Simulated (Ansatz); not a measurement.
Ansatz (an electronic-structure program) input:

Ansatz 0.2 input:
```yaml
crystal:
  lattice:
    - [5.0305788235, 0.0, 0.0]
    - [0.0, 5.0305788235, 0.0]
    - [0.0, 0.0, 7.0138424448]
  atoms:
    - { symbol: Si, position: [0.2976978807, 0.2976978807, 0.0] }
    - { symbol: Si, position: [0.7976978807, 0.2023021193, 0.75] }
    - { symbol: Si, position: [0.2023021193, 0.7976978807, 0.25] }
    - { symbol: Si, position: [0.7023021193, 0.7023021193, 0.5] }
    - { symbol: O, position: [0.2397336217, 0.1011380034, 0.1779428316] }
    - { symbol: O, position: [0.7397336217, 0.3988619966, 0.5720571684] }
    - { symbol: O, position: [0.2602663783, 0.6011380034, 0.0720571684] }
    - { symbol: O, position: [0.7602663783, 0.8988619966, 0.6779428316] }
    - { symbol: O, position: [0.8988619966, 0.7602663783, 0.3220571684] }
    - { symbol: O, position: [0.3988619966, 0.7397336217, 0.4279428316] }
    - { symbol: O, position: [0.6011380034, 0.2602663783, 0.9279428316] }
    - { symbol: O, position: [0.1011380034, 0.2397336217, 0.8220571684] }
kpoints:
  mp_grid: { grid: [3, 3, 3] }
hamiltonian:
  xc: hse06
  pseudopotentials: { kind: paw }
scf:
  n_extra_bands: 12
  occupations: { method: fixed }
output:
  eigenvalues: true
  eigenstates:
    e_range: [-9.0, 16.4]
    kpoints:
      - [0.0, 0.0, 0.0]  # VBM
      - [0.0, 0.0, 0.0]  # CBM
      - [0.0, 0.0, 0.0]  # GAMMA
      - [0.0, 0.0, 0.5]  # Z
      - [0.5, 0.5, 0.0]  # M
      - [0.5, 0.5, 0.5]  # A
      - [0.0, 0.5, 0.5]  # R
      - [0.0, 0.5, 0.0]  # X
```

Output (shortened):

```
Pseudopotential: Si, paw, valence charge 4
Pseudopotential: O, paw, valence charge 6
Functional definition: HSE06
davidson cushion auto → on  (no smearing: the cushion is to keep the highest requested band from converging to the state above it …
Crystal: 12 atoms, lattice volume = 177.497 Å³
Basis set: ecut = 420 eV, 3491 PW (Γ)
Bands: 44, of which v1, the nominal top of the filled ones, is band 32 counted from 1 (31 counted from 0)
Symmetry: 8 space group operations
Space group: P41212 (ITA 92), of the structure as read, at distance tolerance 5.6e-5 Å
k-points: 6 of 27
SCF iter   1: F=—  HF=-7096.358224 eV  |F-HF|=—  |Δ(HF+E_count)|=         —  Δρ=9.31e-4  dr2=4.19e-4  ethr=1.77e-3  ⟨swp⟩=2.0  Hψ=2033  notcnv=0
preconditioner: auto → none
SCF iter   2: F=-7096.361496 eV  HF=-7096.360667 eV  |F-HF|=8.29e-4  |Δ(HF+E_count)|=   2.44e-3  Δρ=4.61e-4  dr2=8.64e-5  ethr=6.55e-7  ⟨swp⟩=5.2  Hψ=979  notcnv=0
SCF 1 stopped early in 2 iterations: F = -7096.361496 eV  dr2 = 8.64e-5
Crystal: 12 atoms, lattice volume = 177.497 Å³
Exchange kernel: α = 0.2500, screened, ω = 0.2079 Å⁻¹, Wigner–Seitz truncation, v(0) = 1034.2726 eV·Å³, q-mesh 3×3×3, nearest image of the exchange supercell L …
Frozen-core exchange: fock
SCF iter   1: F=—  HF=-7097.739581 eV  |F-HF|=—  |Δ(HF+E_count)|=         —  Δρ=6.40e-3  dr2=5.52e-2  ethr=1.35e-6  ⟨swp⟩=8.7  Hψ=1507  notcnv=0
preconditioner: auto → none
SCF iter   2: F=—  HF=-7097.721877 eV  |F-HF|=—  |Δ(HF+E_count)|=   1.77e-2  Δρ=3.58e-3  dr2=9.01e-3  ethr=1.35e-6  ⟨swp⟩=4.7  Hψ=1077  notcnv=0
SCF iter   3: F=—  HF=-7097.739718 eV  |F-HF|=—  |Δ(HF+E_count)|=   1.78e-2  Δρ=1.45e-3  dr2=3.70e-3  ethr=1.35e-6  ⟨swp⟩=5.0  Hψ=941  notcnv=0
iter 4 solved again at ethr=1.55e-8 eV; its pass at ethr=1.35e-6 eV (dr2=9.92e-6 eV) is discarded
SCF iter   4: F=—  HF=-7097.738516 eV  |F-HF|=—  |Δ(HF+E_count)|=   1.20e-3  Δρ=1.11e-4  dr2=3.89e-5  ethr=1.55e-8  ⟨swp⟩=4.2  Hψ=1620  notcnv=0
SCF iter   5: F=—  HF=-7097.738762 eV  |F-HF|=—  |Δ(HF+E_count)|=   2.46e-4  Δρ=1.75e-4  dr2=4.57e-5  ethr=1.55e-8  ⟨swp⟩=5.7  Hψ=1067  notcnv=0
SCF iter   6: F=-7097.738746 eV  HF=-7097.738749 eV  |F-HF|=2.71e-6  |Δ(HF+E_count)|=   1.37e-5  Δρ=4.45e-5  dr2=3.98e-6  ethr=1.55e-8  ⟨swp⟩=4.0  Hψ=1022  notcnv=0
SCF 2 stopped early in 6 iterations: F = -7097.738746 eV  dr2 = 3.98e-6
hybrid outer 1: dexx = +2.210e-2 eV, tail = 4.07e-5 eV
Crystal: 12 atoms, lattice volume = 177.497 Å³
Exchange kernel: α = 0.2500, screened, ω = 0.2079 Å⁻¹, Wigner–Seitz truncation, v(0) = 1034.2726 eV·Å³, q-mesh 3×3×3, nearest image of the exchange supercell L …
Frozen-core exchange: fock
SCF iter   1: F=—  HF=-7097.738884 eV  |F-HF|=—  |Δ(HF+E_count)|=         —  Δρ=4.49e-5  dr2=1.64e-6  ethr=3.18e-7  ⟨swp⟩=4.3  Hψ=637  notcnv=0
preconditioner: auto → none
SCF iter   2: F=—  HF=-7097.738885 eV  |F-HF|=—  |Δ(HF+E_count)|=   7.10e-7  Δρ=1.91e-5  dr2=3.99e-7  ethr=2.18e-9  ⟨swp⟩=5.0  Hψ=1048  notcnv=0
SCF iter   3: F=-7097.738885 eV  HF=-7097.738885 eV  |F-HF|=6.51e-8  |Δ(HF+E_count)|=   4.27e-7  Δρ=8.58e-6  dr2=9.00e-8  ethr=5.29e-10  ⟨swp⟩=6.2  Hψ=716  notcnv=0  defer=6
SCF 3 converged in 3 iterations: F = -7097.738885 eV  dr2 = 9.00e-8
hybrid outer 2: dexx = +5.556e-7 eV, tail = 1.96e-7 eV, Δε = 1.37e-3 eV (about 1.16e-4 eV left of the loop's levels)
NSCF: frozen V_eff on 8 k-points
hybrid SCF converged: 2 outer / 9 inner (+2 warm-up), last move |dexx| = 5.56e-7 eV, tail = 1.96e-7 eV
Stability not checked (fock_operator)
Free energy (F): -7097.738885 eV
Frozen-core exchange: fock
Harris-Foulkes:  -7097.738885 eV  (|F-HF|=6.51e-8)
Internal energy: -7097.738885 eV  (E = F + TS)
E sigma→0 (E₀):  -7097.738885 eV
Fermi energy:    -0.180248 eV
--- Per-component energies (eV) ---
  E_band       = -484.011024
  E_kinetic    = 1616.675810
  E_local      = -4584.782762  (includes V_loc(G=0)·N_el)
  E_nonlocal   = 468.818681
  E_hartree    = 1695.817824
  E_xc         = -656.644250
  E_vxc        = -756.220563  (∫ρ·V_xc dr)
  E_exx        = -184.105217  (= α·E_x^exact, valence–valence)
  E_paw        = -3302.714669  (= ΣΔE_a)
  E_vpaw       = -251.930110  (= ΣTr[D̂ρ^β])
  E_aug_tail   = 0.020622  (compensation charges beyond the density's cutoff)
  E_ewald      = -2150.375181
  E_core_change = -0.449744  (= ΣΔE_core)
  E_smearing   =  0.000000  (= −TS)
  E_closure    =  0.000000  (closes the sum)
  Σ components = -7097.738885   (vs F -7097.738885, Δ=0.00e0)
  [band-id]    e_kinetic+e_local+e_nonlocal+2·e_hartree+e_vxc+2·e_exx+e_vpaw+e_augmentation_tail = -483.993108   (vs E_band -484.011024, Δ=1.79e-2)
--- Band table (eV; the first three rows and the last of 6) ---
  k-point 0: bands = ["-21.1074", "-20.1789", "-20.1789", "-18.9888", "-18.9481", "-18.9473", "-18.9332", "-18.9332", "-10.1278", "-7.8844", "-7.8844", "-6.1810", "-6.0753", "-6.0753", "-5.5201", "-5.3599", "-3.2641", "-3.2284", "-3.2284", "-2.6431", …
  k-point 1: bands = ["-20.9924", "-20.6649", "-19.6315", "-19.1735", "-18.9444", "-18.9436", "-18.9377", "-18.9359", "-9.8032", "-8.9582", "-6.9261", "-6.3555", "-5.9949", "-5.8942", "-5.7098", "-5.5528", "-3.1860", "-3.1762", "-3.0025", "-2.5761", …
  k-point 2: bands = ["-20.8827", "-20.4126", "-19.9085", "-19.2937", "-18.9996", "-18.9884", "-18.9426", "-18.9357", "-9.5566", "-8.4611", "-7.2814", "-6.3820", "-5.9588", "-5.8333", "-5.6396", "-5.4472", "-3.5152", "-3.0935", "-2.9928", "-2.7271", …
  k-point 5: bands = ["-20.5837", "-20.4048", "-19.8889", "-19.6731", "-18.9970", "-18.9895", "-18.9862", "-18.9817", "-8.8523", "-8.4601", "-7.3405", "-7.0110", "-5.6310", "-5.5594", "-5.5292", "-5.4333", "-3.4826", "-3.2808", "-3.0264", "-2.9416", …
```

Cost: about 2.6 core-minutes (a rough figure) on shared cores.

The points marked VBM and CBM come from a semilocal run.

Space group P4_12_12. Symmetry was held in the PBEsol relaxation; of distortions, only those at the zone centre were tested.

Potentials: the later of the program's two PAW sets.

Ansatz is a plane-wave DFT program.
